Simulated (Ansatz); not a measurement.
A: IrO2 (rutile), a = b = 4.4718 Å, c = 3.1536 Å, α = β = γ = 90.00°
B: Al2O3 (corundum), a = b = 4.774 Å, c = 13.015 Å, α = β = 90.00°, γ = 120.00°
C: Cs2Pd(IBr2)2 (space group I4/mmm), a = 8.3567 Å, b = 8.3567 Å, c = 8.8237 Å, α = 90.00°, β = 90.00°, γ = 90.00°
D: Al₂ZnSe₄ (space group I-4), a = b = 5.516 Å, c = 10.830 Å, α = β = γ = 90.00°

Scan: energy against volume (even scaling of the relaxed cell, symmetry kept). All come from one method, each on a k mesh of its own. All were relaxed with their symmetry unable to fall. Cs2Pd(IBr2)2 is run without spin polarisation and with no Hubbard U. IrO2 is run without spin polarisation and with no Hubbard U. Spin-orbit coupling is left out.

Question: Put the candidates in order of bulk modulus at fixed cell shape (fitted), highest first, for PBEsol (plane waves to 420 eV, PAW, scalar-relativistic; Ansatz, a first-principles code).

Answer: A (306 GPa), B (242 GPa), D (43.0 GPa), C (16.4 GPa)

(Under strain, the slope of the energy per volume gives the stress and its curvature an elastic modulus.)
